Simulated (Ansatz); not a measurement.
HfO$_{2}$:
Space group Pnma (No. 62); a = 5.541 Å, b = 3.317 Å, c = 6.468 Å, α = 90.00°, β = 90.00°, γ = 90.00°

| atom | site | symmetry | x | y | z |
|---|---|---|---|---|---|
| Hf | 4c | .m. | 0.2521 | 0.2500 | 0.3910 |
| O | 4c | .m. | 0.0225 | 0.2500 | 0.6596 |
| O | 4c | .m. | 0.1398 | 0.2500 | 0.0757 |

Relaxed with r²SCAN.

Task: Tabulate the valence density and the electron localisation function along the shortest Hf–Hf contact (3.32 Å), plane-wave PAW r²SCAN (Ansatz code).

Result: 

| distance from Hf (Å) | density (e/Å³) | ELF |
|---|---|---|
| 0.33 | 22.12 | 0.84 |
| 0.50 | 12.23 | 0.85 |
| 0.66 | 5.36 | 0.78 |
| 0.83 | 1.93 | 0.54 |
| 1.00 | 0.64 | 0.21 |
| 1.16 | 0.27 | 0.07 |
| 1.33 | 0.18 | 0.06 |
| 1.49 | 0.16 | 0.08 |
| 1.66 | 0.16 | 0.09 |
| 1.82 | 0.16 | 0.08 |
| 1.99 | 0.18 | 0.06 |
| 2.16 | 0.27 | 0.07 |
| 2.32 | 0.64 | 0.21 |
| 2.49 | 1.93 | 0.54 |
| 2.65 | 5.36 | 0.78 |
| 2.82 | 12.23 | 0.85 |
| 2.99 | 22.12 | 0.84 |

The density is the valence pseudo-density with augmentation charge, so density and ELF within about 1 Å of a nucleus are not all-electron values.

The workflow started from a Materials Project entry (that database holds measured and hypothetical structures alike); the Crystallography Open Database copy checked does not list it. It is not the phase usual at ambient conditions (space group No. 14, 29). The cell was relaxed with r²SCAN under the symmetry of its start; of distortions, only those at the zone centre were tested. The run is not spin-polarised. Spin–orbit coupling is left out wherever it is not named.

Potentials: the later of the program's two PAW sets.
